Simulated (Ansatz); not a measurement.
An Ansatz input:

```yaml
crystal:
  lattice:
    - [3.1608830741, 0.0, 0.0]
    - [0.0, 3.1608830741, 0.0]
    - [0.0, 0.0, 3.1608830741]
  atoms:
    - { symbol: In, position: [0.0, 0.0, 0.0] }
hamiltonian:
  xc: r2scan
  pseudopotentials:
    kind: paw
    azcp:
      In: "pseudopotentials/In.paw.azcp"
basis:
  ecutwfc: 500
  fft_grid_basis: typed
kpoints:
  mp_grid: { grid: [12, 12, 12], shift: [0, 0, 0] }
magnetization:
  spin_polarized: false
scf:
  occupations: { method: fermi_dirac, width: 0.1 }
  lower_state_search: "off"
output:
  stress: true
```

Output

```
Engine: ansatz 0.2.0, x86_64-unknown-linux-gnu
Pseudopotentials: kind: paw
Pseudopotential: In, paw, valence charge 13, recommended cutoff 500 eV (meta_gga) 
Functional definition: r2SCAN
  parameter k0 = 0.174
  parameter k1 = 0.065
  parameter a1 = 4.9479
  exchange = r2scan_x(k0 = k0, k1 = k1, a1 = a1)
  correlation = r2scan_c
Crystal: 1 atoms, lattice volume = 31.581 Å³
Basis set: ecut = 500 eV, 799 PW (Γ), exchange–correlation on 96×96×96 points (64 copies of the dense FFT grid, shifted against one another)
Bands: 11, of which v1, the nominal top of the filled ones, is band 7 counted from 1 (6 counted from 0)
Symmetry: 48 space group operations
Space group: Pm-3m (ITA 221), of the structure as read, at distance tolerance 3.2e-5 Å
k-points: 84 of 1728
Non-local potential: In, projectors of the file, l = 0: 2, l = 1: 2, l = 2: 2, l = 3: 2
PAW form: soft (Blöchl's): semilocal exchange-correlation on the pseudo side does not see the compensation charge
PAW frozen core: In, regenerated for the run's functional (the file was generated under x = pbe(κ = 0.804, μ = 0.2195149727645171), c = pbe(β = 0.06672455060314922))
PAW one-centre angular grid: In, 590 points (default); XC on 289 of its mesh's 2783 points in the sphere
Initial density: superposition of atomic densities (neutral atoms: chi_scale 0, normalization atom), corrected by the library's trained network
Initial wavefunctions: pseudopotential atomic-orbital guess
Functional: x = r2scan, c = r2scan; τ floored in thin density (d = 2e-4 eV/Å³)
SCF iter   1: F=-5611.736843 eV  HF=-5611.737010 eV  |F-HF|=1.67e-4  |Δ(HF+E_count)|=         —  Δρ=7.04e-3  dr2=8.51e-3  dr2_τ=1.24e-3  ethr=1.77e-3  ⟨swp⟩=5.1  Hψ=5727  notcnv=0
SCF iter   2: F=-5611.739388 eV  HF=-5611.739974 eV  |F-HF|=5.86e-4  |Δ(HF+E_count)|=   2.96e-3  Δρ=2.97e-3  dr2=1.50e-3  dr2_τ=7.72e-5  ethr=6.55e-5  ⟨swp⟩=2.9  Hψ=2463  notcnv=0  defer=11
SCF iter   3: F=-5611.739786 eV  HF=-5611.739788 eV  |F-HF|=2.35e-6  |Δ(HF+E_count)|=   1.86e-4  Δρ=3.42e-4  dr2=1.62e-5  dr2_τ=1.64e-6  ethr=1.16e-5  ⟨swp⟩=2.4  Hψ=1430  notcnv=0  defer=11
SCF iter   4: F=-5611.739788 eV  HF=-5611.739788 eV  |F-HF|=2.03e-7  |Δ(HF+E_count)|=   9.30e-7  Δρ=2.98e-5  dr2=2.96e-7  dr2_τ=7.47e-8  ethr=1.24e-7  ⟨swp⟩=2.0  Hψ=1044  notcnv=0  defer=11
iter 5 did not close the SCF: its close was put off for the readings that it lacked (scf_convergence_deferred on its scf_iter line)
SCF iter   5: F=-5611.739788 eV  HF=-5611.739788 eV  |F-HF|=1.39e-8  |Δ(HF+E_count)|=   2.54e-7  Δρ=1.62e-5  dr2=4.03e-8  dr2_τ=3.59e-9  ethr=2.28e-9  ⟨swp⟩=2.0  Hψ=1461  notcnv=0  defer=11
SCF iter   6: F=-5611.739788 eV  HF=-5611.739788 eV  |F-HF|=1.17e-9  |Δ(HF+E_count)|=   2.26e-8  Δρ=1.78e-6  dr2=1.23e-9  dr2_τ=8.85e-11  ethr=3.10e-10  ⟨swp⟩=2.7  Hψ=3296  notcnv=0
SCF 1 converged in 6 iterations: F = -5611.739788 eV  dr2 = 1.23e-9
SCF converged after 6 iterations
Free energy (F): -5611.739788 eV
Harris-Foulkes:  -5611.739788 eV  (|F-HF|=1.17e-9)
Internal energy: -5611.722057 eV  (E = F + TS)
E sigma→0 (E₀):  -5611.730923 eV
Entropy (-TS):   -0.017731 eV (-17.731 meV/atom)
Fermi energy:    7.613713 eV
--- Per-component energies (eV) ---
  E_band       = -62.360562
  E_kinetic    = 240.228042
  E_local      = -1227.846901  (includes V_loc(G=0)·N_el)
  E_nonlocal   = 366.397338
  E_hartree    = 483.049878
  E_xc         = -200.799011
  E_vxc        = -106.650518  (∫ρ·V_xc dr)
  E_paw        = -4181.509971  (= ΣΔE_a)
  E_vpaw       = -308.229306  (= ΣTr[D̂ρ^β])
  E_aug_tail   = 0.000008  (compensation charges beyond the density's cutoff)
  E_vtau       = 7.641691  (kinetic-family band-sum trace: ∫τ·v_τ [+ j·A + Jᵃ·Aᵃ] dr)
  E_ewald      = -1092.206986
  E_core_change = 0.965546  (= ΣΔE_core)
  E_smearing   = -0.017731  (= −TS)
  E_closure    = -0.000000  (closes the sum)
  Σ components = -5611.739788   (vs F -5611.739788, Δ=0.00e0)
--- Stress (GPa, compression-positive) ---
       -3.239765      -0.000000       0.000000
        0.000000      -3.239765       0.000000
        0.000000       0.000000      -3.239765
  P = ⅓ Tr σ = -3.2398 GPa (-32.398 kbar)
```

Launched by

```sh
ansatz run input.yaml --threads 1 --pin off --max-ram 3584MiB --backend cpu --events-out ev --progress --plain --runs-dir out
```

On 1 thread of Intel(R) Xeon(R) Platinum 8259CL CPU @ 2.50GHz (Skylake/Cascade Lake) (shared host) this took about 6.5 s of wall time and 6.4 s of CPU time.
